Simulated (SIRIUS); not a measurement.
Consider a self-consistent single point of InSe (Cm, 4 atoms in the cell; from Materials Project mp-21405, changed as shown).

```xyz
4
Lattice="5.8264 -2.0547 0.0000 5.8264 2.0547 0.0000 -1.7232 0.0000 4.7714" Properties=species:S:1:pos:R:3 pbc="T T T"
In    -0.3397     0.0000     4.5479
In    10.2693     0.0000     0.1435
Se     3.3807     0.0000     1.5795
Se     6.5489     0.0000     3.1918
```

Computed with PBEsol, PseudoDojo 0.4 standard norm-conserving PBEsol (tails mended) pseudopotentials (plane waves; SIRIUS).

SIRIUS settings:

- parameters.ngridk: 3 3 3
- parameters.xc_functionals: [XC_GGA_X_PBE_SOL, XC_GGA_C_PBE_SOL]
- parameters.gk_cutoff: 9.274 1/bohr
- parameters.pw_cutoff: 18.548 1/bohr
- parameters.smearing: gaussian
- parameters.smearing_width: 0.00183747 Ha
- potentials: PseudoDojo 0.4 standard norm-conserving PBEsol (tails mended) pseudopotentials
- parameters.electronic_structure_method: pseudopotential
- parameters.num_bands: 35
- parameters.num_mag_dims: 0
- parameters.num_dft_iter: 100
- parameters.energy_tol: 1e-07 Ha
- parameters.density_tol: 1e-06
- mixer.type: broyden2
- mixer.beta: 0.7
- mixer.use_hartree: false

Estimate, at this level of theory: pressure and largest force (vector length).

The run gave:

* **Pressure**: -0.88 GPa
* **Largest force (vector length)**: 0.343 eV/Å

For comparison: a first run was changed to give this one (atom 2 moved by -0.08 angstrom along z), and from it to this one the free energy rises by 3.1 meV/atom, the pressure stays near -0.88 GPa while the yy stress (positive for compression) goes from -0.01 to -0.41 GPa and the largest force goes from 0.060 to 0.343 eV/Å.

The structure comes from a collection of computed structures, made at another level of theory; the collection holds predicted forms beside known ones.

Cost on one core: roughly 2.3 core-minutes.

“Tails mended”: in these copies of the files the far tail of each local potential was reset to the Coulomb form.
